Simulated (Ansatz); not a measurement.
Ca2Si3Ag in space group Fmmm (No. 69; Pearson symbol oF48) under volume change, r²SCAN in the plane-wave PAW code Ansatz, shape and atoms relaxed at each volume.

```json
[
 {"V (Å³/atom)": "19.541", "E − E(relaxed) (meV/atom)": "39.5", "P (GPa)": "7.05"},
 {"V (Å³/atom)": "20.185", "E − E(relaxed) (meV/atom)": "16.7", "P (GPa)": "4.36"},
 {"V (Å³/atom)": "20.830", "E − E(relaxed) (meV/atom)": "4.0", "P (GPa)": "2.03"},
 {"V (Å³/atom)": "21.474", "E − E(relaxed) (meV/atom)": "0.0", "P (GPa)": "0.00"},
 {"V (Å³/atom)": "22.118", "E − E(relaxed) (meV/atom)": "[?]", "P (GPa)": "[?]"},
 {"V (Å³/atom)": "22.762", "E − E(relaxed) (meV/atom)": "13.8", "P (GPa)": "-3.27"},
 {"V (Å³/atom)": "23.406", "E − E(relaxed) (meV/atom)": "[?]", "P (GPa)": "[?]"}
]
```

**Question.** Complete the blanks.

**Answer.** 
- 23.406, E − E(relaxed) (meV/atom): 29.6
- 23.406, P (GPa): -4.57
- 22.118, E − E(relaxed) (meV/atom): 3.6
- 22.118, P (GPa): -1.75

**Question.** What does a third-order Birch–Murnaghan fit give for V₀, B₀ and B′?

**Answer.** V₀ = 21.47 Å³/atom, B₀ = 62.6 GPa, B′ = 3.8.

The workflow started from an entry of the Crystallography Open Database (COD). Its standing as an ambient phase is unchecked. The cell was relaxed with r²SCAN under the symmetry of its start; whether a distortion lowers the energy is not shown. The run is not spin-polarised.

Potentials: the later of the program's two PAW sets.
